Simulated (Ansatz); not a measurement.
Polymorphs of Mg$_{2}$Ge, each relaxed with PBE in the plane-wave PAW code Ansatz:

A: anti-fluorite (Fm-3m)
a = b = c = 6.4209 Å, α = β = γ = 90.00°

```csv
atom,site,symmetry,x,y,z
Mg,8c,-43m,0.2500,0.2500,0.2500
Ge,4a,m-3m,0.0000,0.0000,0.0000
```

B: Pn-3m
a = b = c = 5.8660 Å, α = β = γ = 90.00°

```json
[
 {"atom": "Mg", "site": "4c", "symmetry": ".-3m", "x": "0.7500", "y": "0.7500", "z": "0.7500"},
 {"atom": "Ge", "site": "2a", "symmetry": "-43m", "x": "0.0000", "y": "0.0000", "z": "0.0000"}
]
```

Q: Order them by energy per atom at 0 K (lowest first) at the level PBE.

A: A (+0 meV/atom), B (+549 meV/atom)

Q: Give each one's gap.

A: A 0.16 eV; B no gap.

Constructed cells (a structure type filled with these elements, in neither database checked): B. All cells were relaxed under the symmetry of their starts (and spin orders); stability against distortions was not tested throughout. Spin–orbit coupling is left out wherever it is not named.

Energies hold the estimated change up to a 700 eV cutoff; steps of a few meV lie near the error of the meshes.

Potentials: the later of the program's two PAW sets.
